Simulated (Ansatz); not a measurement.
## Ionic part of the dielectric constant of MgS at 3.5 GPa, mode by mode

Computed with DFT r2SCAN+D3(BJ), scalar-relativistic, plane waves, PAW in Ansatz. Cutoff 500 eV, 8×8×8 k-points (Γ-centred), fixed occupations. No spin polarisation. Phonons by linear response, acoustic sum rule imposed.

It takes space group F-43m (No. 216, cubic). The conventional cell has a = 5.539 Å, b = 5.539 Å, c = 5.539 Å, α = 90.00°, β = 90.00°, γ = 90.00°. Around Mg (site symmetry -43m) lie 4 S at 2.40 Å. S (site symmetry -43m) is surrounded by 4 Mg at 2.40 Å.

The cell is the ideal cubic zincblende prototype; this isn't the usual structure of the compound.

The primitive cell has V = 42.48 Å³ and ε∞,yy = 3.791. Each polar mode adds Δε = (4.92064×10⁷/V)·S/ν² along y, with S its oscillator strength in e²/amu, ν in cm⁻¹ and V in Å³.

Question: From these modes, find each Δε and ε0,yy.
| ν (cm⁻¹) | S_yy (e²/amu) |
| --- | --- |
| 371.7 | 0.2492 |

Answer:
| ν (cm⁻¹) | Δε |
| --- | --- |
| 371.7 | 2.09 |

The sum is 2.090, so ε0,yy = 5.88; the run's tensor has 5.88.

Question: Where do the longitudinal modes lie for a wave vector along y?

Answer: At 463 cm⁻¹. The Lyddane–Sachs–Teller product Π(ν_LO/ν_TO)² = 1.55 matches ε0/ε∞ = 1.55.

Cost: 1 run of about 5.4 core-minutes, on Intel Xeon Processor @ 2.50GHz (Skylake/Cascade Lake) (shared hosts).